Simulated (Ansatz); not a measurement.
V2O5:
```xyz
14
Lattice="6.1693 0.0000 0.0000 0.0000 3.5194 0.0000 0.0000 0.0000 6.9636" Properties=species:S:1:pos:R:3 pbc="T T T"
V      1.5991     0.8798     1.9604
V      4.5701     2.6395     5.0032
V      4.9734     0.8798     0.6814
V      1.1959     2.6395     6.2822
O      1.5966     2.6395     1.3644
O      4.5727     0.8798     5.5992
O      5.9321     0.8798     2.1007
O      0.2372     2.6395     4.8629
O      3.4353     0.8798     1.2115
O      2.7340     2.6395     5.7521
O      5.2855     2.6395     0.2232
O      0.8838     0.8798     6.7404
O      2.0003     0.8798     3.4670
O      4.1690     2.6395     3.4966
```

Relaxed with LDA. Special points in fractions of this cell's reciprocal vectors: Γ (0.000, 0.000, 0.000); Z (0.000, 0.500, 0.000); D (0.000, 0.500, 0.500); B (0.000, 0.000, 0.500); A (-0.500, 0.000, 0.500); E (-0.500, 0.500, 0.500); C2 (-0.500, 0.500, 0.000); Y2 (-0.500, 0.000, 0.000).

### Question
List the band energies nearest the valence-band maximum at these points for LDA in the plane-wave PAW code Ansatz.

### Answer
In eV from the valence-band maximum; about four levels below and three above (degenerate sets whole), none deeper than 8.9 eV; points with the same levels are listed once.

| k | below | above |
|---|---|---|
| Γ | -0.83 -0.61 -0.37 -0.35 | 1.43 1.53 3.22 |
| Z | -0.42 -0.42 -0.21 -0.21 | 2.68 2.68 2.92 2.92 |
| D | -0.34 -0.34 -0.13 -0.13 | 2.67 2.67 2.97 2.97 |
| B | -0.84 -0.50 -0.49 -0.36 | 1.42 1.57 3.20 |
| A | -0.71 -0.63 -0.41 -0.31 | 1.87 1.96 2.77 |
| E | -0.94 -0.94 -0.01 -0.01 | 2.61 2.61 2.98 2.98 |
| C2 | -0.77 -0.77 -0.15 -0.15 | 2.55 2.55 2.91 2.91 |
| Y2 | -0.83 -0.77 -0.53 -0.42 | 1.89 1.90 2.79 |

Space group P2_1/m. The first step of the workflow began from a Materials Project structure, measured or hypothetical; the Crystallography Open Database copy checked does not list it. COD files the formula under space group No. 31, 59. Its standing as an ambient phase is unchecked. Symmetry was held in the LDA relaxation; phonons show weakly imaginary modes. The run is not spin-polarised. No Hubbard U is applied. A crystal of weakly bound layers computed without a dispersion correction: the cell and the soft elastic constants depend strongly on that.

Potentials: the later of the program's two PAW sets.
